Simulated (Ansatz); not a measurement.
Level: r2SCAN, no spin polarisation; 500 eV; 6×6×3 Γ-centred mesh; methfessel-paxton occupations (width 0.0988 eV); Ansatz 0.2.0, fixed geometry.

Computed maps in the lattice plane spanned by a (left to right, 6.59 Å, 20 points from zero) and b (bottom to top, 6.59 Å, 20 points from zero), 120° apart, at height 0.250 along c. The fields are smooth PAW ones with compensation charges, not the true ones near nuclei.

Valence density. Digits on a logarithmic scale: 0 up to 0.03 e/Å³, each further digit a factor of 1.6, 9 from 1.3 e/Å³ up:
```
44455654322345655444
54434333222333434455
65333332222333335677
75432233333223457898
86332333333233689889
75333333333335798689
64323333332346886688
53223333322357988897
32223333222357899875
22223332222356787653
33332233333345665433
54332334555444444455
65333356776543345677
76434678987643467898
85335898898644689889
75457986897545798689
64468866886446886688
54579888975357988897
44578998753357899875
44567876532356787654
```

ELF. Ten even steps from '0' (0.00) to '9' (0.86):
```
21135642111124653112
31001112343211100134
63001235665321003688
85113567776531158999
96125788887521699559
94136888886314991019
82257888875228950059
41367888763149951599
11467887641149999994
01356765310037999730
11235532110014664100
42123212443101210134
84111148997411114799
96101699999621269999
95005995599611699559
83038910199404991019
61169500597117950059
31389515993039951598
22489999940049999984
22368998410148998632
```

Problem. The cell is Ba2Sc. Which atoms lie within 0.2 Å of this plane, and where (fractions of a and b)?

Solution. Ba at (0.83, 0.67), Ba at (0.33, 0.17), Ba at (0.83, 0.17). The whole cell:
```xyz
12
Lattice="6.5924 0.0000 0.0000 -3.2962 5.7092 0.0000 0.0000 0.0000 10.6999" Properties=species:S:1:pos:R:3 pbc="T T T"
Ba    3.2962    3.8023    2.6750
Ba   -1.6448    4.7557    8.0249
Ba    1.6514    0.9534    2.6750
Ba    0.0000    1.9069    8.0249
Ba    4.9410    0.9534    2.6750
Ba    1.6448    4.7557    8.0249
Ba    0.0000    0.0000    0.0000
Ba    0.0000    0.0000    5.3500
Sc   -0.0003    3.8063    0.6687
Sc    3.2959    1.9029    6.0187
Sc   -0.0003    3.8063    4.6812
Sc    3.2962    1.9034   10.0312
```

Origin: a known structure type with other elements, at an estimated volume, so it need not be a known compound. Caveats: many states at the Fermi level without spin polarisation, so a magnetic state may lie lower.
